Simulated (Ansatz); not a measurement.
# VAs₂: reading a single point

```
As V
1.0
    -3.04105    3.04105    2.61545
     3.04105   -3.04105    2.61545
     3.04105    3.04105   -2.61545
As V
4 2
Direct
  0.65568 0.15568 0.81136
  0.15568 0.34432 0.50000
  0.34432 0.84432 0.18864
  0.84432 0.65568 0.50000
  0.25000 0.25000 0.00000
  0.75000 0.75000 0.00000
```

Method: r2SCAN, spin-orbit coupling; PAW, plane waves to 500 eV, 6×6×6 Γ-centred mesh, fermi-dirac occupations (width 0.1 eV) (Ansatz 0.2.0), atoms fixed.

The state carries no moments; the state need not be the lowest.

Task: Is there a gap?

Result: It is a metal, with about 3.8 states/eV a cell as the mean within 0.25 eV of the Fermi level, mostly V d (67 %) and As p (24 %).

Task: What does the stress say?

Result: The pressure is -4.2 GPa (compression positive), so with the atoms held at these fractions the cell would first shrink. The principal stresses -6.8, -6.8, 0.9 GPa differ, so its shape would change too.

Task: Which atom feels the largest force, and which way?

Result: The largest is on As2 (and as large on other atoms): 0.79 eV/Å, components (0.56, -0.56, 0.00). It makes 108° with the line to a nearest neighbour, V5 at 2.64 Å.

Task: How is the charge shared?

Result: Bader charges in e: V +1.01, As -0.50. In the mean V gives up most and As takes most.

Origin: a known structure type with other elements, at an estimated volume, so it need not be a known compound. Caveats: started without moments under time reversal, so no moment could form.
